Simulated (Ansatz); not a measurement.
Values for one crystal, relaxed and computed with LDA (plane waves, PAW; program Ansatz); other levels are named.

* **Volume per atom**: 12.28 Å³
* **Band gap**: 2.15 eV (indirect)
* **Static dielectric constant ε0 (ions relaxed, cell fixed)**: 107 (xx = yy), 53.1 (zz)
* **Zone-centre stability**: no imaginary mode at Γ
* **Pressure derivative B′**: 8.1
* **Hole effective mass**: 1.2, 1.2, 2.2 mₑ (principal values)
* **Electron effective mass, band 1 of 2 at the edge**: 1.7 along x, 0.66 along z (mₑ)

Which of these materials gives this?
(A) SnS2, P6_3mc (Sn on 2b, S on 2b, S on 2a)
(B) AgI, wurtzite
(C) CsCaH3, cubic perovskite
(D) BaTiO3, R3m (Ba on 3a, Ti on 3a, O on 9b)

D, BaTiO3, R3m (Ba on 3a, Ti on 3a, O on 9b)

This is a known low-temperature phase of the composition, computed here at zero pressure and temperature. Symmetry was held in the LDA relaxation. No spin polarisation was allowed. Spin–orbit coupling is left out wherever it is not named.

Potentials: the later of the program's two PAW sets.
